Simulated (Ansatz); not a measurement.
Suppose GeSb2Te4 takes space group P6mm (No. 183), with Ge on 1a; Sb on 2b; Te on 2b and 2b.

The calculation used DFT PBE, scalar-relativistic, plane waves, PAW (Ansatz 0.2.0). Cutoff 420 eV, Γ-centred mesh, Gaussian smearing, no spin polarisation.

The zero of energy is the elements' standard structures at the same level; no fitted shifts are applied.

Problem. Give the relaxed lattice parameters and positions.

Solution.

Space group P6mm (No. 183). a = 5.421 Å, b = 5.421 Å, c = 9.475 Å, α = 90.00°, β = 90.00°, γ = 120.00°
```
atom  site  symmetry       x       y       z
  Ge    1a       6mm  0.0000  0.0000  0.6881
  Sb    2b       3m.  0.3333  0.6667  0.2362
  Te    2b       3m.  0.3333  0.6667  0.5695
  Te    2b       3m.  0.3333  0.6667  0.9195
```

Ge has 6 Te at 3.33 Å and 6 Te at 3.82 Å; Sb is surrounded by 2 Te at 3.00–3.16 Å and 3 Sb at 3.13 Å; Te on its first site is surrounded by 4 Te at 3.13–3.32 Å, 1 Sb at 3.16 Å and 3 Ge at 3.33 Å; Te on its second site has 1 Sb at 3.00 Å, 4 Te at 3.13–3.32 Å and 3 Ge at 3.82 Å. Another local minimum with the same sites may exist.

Problem. Where does its energy lie, and is it a metal?

Solution. The energy over the elements is +0.26 eV/atom. The gap on the 12×12×4 mesh of the 7-atom cell is 0 eV (a metal). A positive value: parting into the elements would lower its energy.

The last run used Gaussian smearing of 0.10 eV. Spin–orbit coupling, which can matter for Sb and Te, is left out. The reference form of Te is held partly by dispersion forces, which this level lacks. A structure relaxed within its symmetry needn't be a true minimum. Another cell of GeSb2Te4 relaxed alike, in I-4m2 (a Materials Project cell), lies 271 meV/atom lower, so this cell isn't the stable form at this level.
